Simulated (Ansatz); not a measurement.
## Al3Cu: do energies and stresses tell the same story?

These are results of Ansatz, DFT PBEsol, scalar-relativistic, plane waves, PAW, not measurements.

Settings: cutoff 420 eV, Γ-centred mesh 12×12×12 on the computed 4-atom cell, Gaussian smearing of 0.10 eV; no spin polarisation.

Relaxed cell: Pm-3m, a = 3.892 Å, b = 3.892 Å, c = 3.892 Å, α = 90.00°, β = 90.00°, γ = 90.00°, 4 atoms in the primitive cell. Whether it is the stable form of this composition wasn't checked.

Energies at zero smearing and pressures from the stress tensor, at volumes with shape and atoms relaxed:
```
V (Å³/atom) E − E(first) (meV/atom) P (GPa)
     12.974                     0.00    16.96
     13.416                   -39.36    11.66
     13.858                   -65.15     7.13
     14.300                   -79.38     3.27
     14.743                   -83.75    -0.02
     15.185                   -79.71    -2.82
     15.627                   -68.50    -5.21
     16.217                   -44.26    -7.83
```

Question: Check P = −dE/dV between neighbouring volumes, and get the bulk modulus from the pressures alone.

Answer: With 1 eV/Å³ = 160.2 GPa:
```json
{"middle V (Å³/atom)": "13.195", "−ΔE/ΔV (GPa)": "14.259", "mean P (GPa)": "14.309"}
{"middle V (Å³/atom)": "13.637", "−ΔE/ΔV (GPa)": "9.343", "mean P (GPa)": "9.394"}
{"middle V (Å³/atom)": "14.079", "−ΔE/ΔV (GPa)": "5.155", "mean P (GPa)": "5.203"}
{"middle V (Å³/atom)": "14.522", "−ΔE/ΔV (GPa)": "1.582", "mean P (GPa)": "1.629"}
{"middle V (Å³/atom)": "14.964", "−ΔE/ΔV (GPa)": "-1.464", "mean P (GPa)": "-1.419"}
{"middle V (Å³/atom)": "15.406", "−ΔE/ΔV (GPa)": "-4.061", "mean P (GPa)": "-4.014"}
{"middle V (Å³/atom)": "15.922", "−ΔE/ΔV (GPa)": "-6.584", "mean P (GPa)": "-6.519"}
```

The two differ by 0.07 GPa at most. The mean of two end pressures misses the average over a step by about ΔV² P″/12, up to 0.07 GPa here; with that taken off 0.02 GPa remains. Around V = 14.743 Å³/atom, the two neighbours give B = −V ΔP/ΔV = 14.743 × 6.10 / 0.885 = 101.6 GPa, against B0 = 101.2 GPa from the Birch–Murnaghan fit of the energies.